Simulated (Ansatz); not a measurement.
# Kick test of a cell of Zr₂Ti₃C₅

It was reached by relaxing an invented guess, and it needn't be the stable form of this composition.

Theory: DFT PBE, scalar-relativistic, plane waves, PAW in Ansatz. Settings: cutoff 420 eV, Γ-centred mesh 16×16×16 on the computed 10-atom cell, Gaussian smearing of 0.10 eV; no spin polarisation.

The cell below (10 atoms, space group I4/mmm (No. 139)) is relaxed within its symmetry.

```cif
data_structure
_symmetry_space_group_name_H-M 'P 1'
_symmetry_Int_Tables_number 1
_cell_length_a 11.4233
_cell_length_b 11.4233
_cell_length_c 11.4233
_cell_angle_alpha 163.919
_cell_angle_beta 163.919
_cell_angle_gamma 22.818
_cell_volume 114.35
loop_
_atom_site_label
_atom_site_type_symbol
_atom_site_fract_x
_atom_site_fract_y
_atom_site_fract_z
_atom_site_occupancy
Zr1 Zr 0.19615 0.19615 0.00000 1
Zr2 Zr 0.80385 0.80385 0.00000 1
Ti1 Ti 0.59466 0.59466 0.00000 1
Ti2 Ti 0.40534 0.40534 0.00000 1
Ti3 Ti 0.00000 0.00000 0.00000 1
C1 C 0.69555 0.69555 0.00000 1
C2 C 0.30445 0.30445 0.00000 1
C3 C 0.90566 0.90566 0.00000 1
C4 C 0.50000 0.50000 0.00000 1
C5 C 0.09434 0.09434 0.00000 1
```

For the test it was strained at random (σ = 1.5 % a component), the atoms were moved at random (σ = 0.05 Å), and all was relaxed again on a coarse 8×8×8 mesh (in the run’s order of axes) with 0.20 eV smearing, with no symmetry imposed.

Task: Is the structure stable against such a distortion?

Result: It returns, within 1 meV/atom of the unmoved cell on that mesh and with the same symmetry when read at 0.1 Å. So it is stable against the distortions that fit this cell and that this random move excites. Modes that don't fit the cell aren't tested.
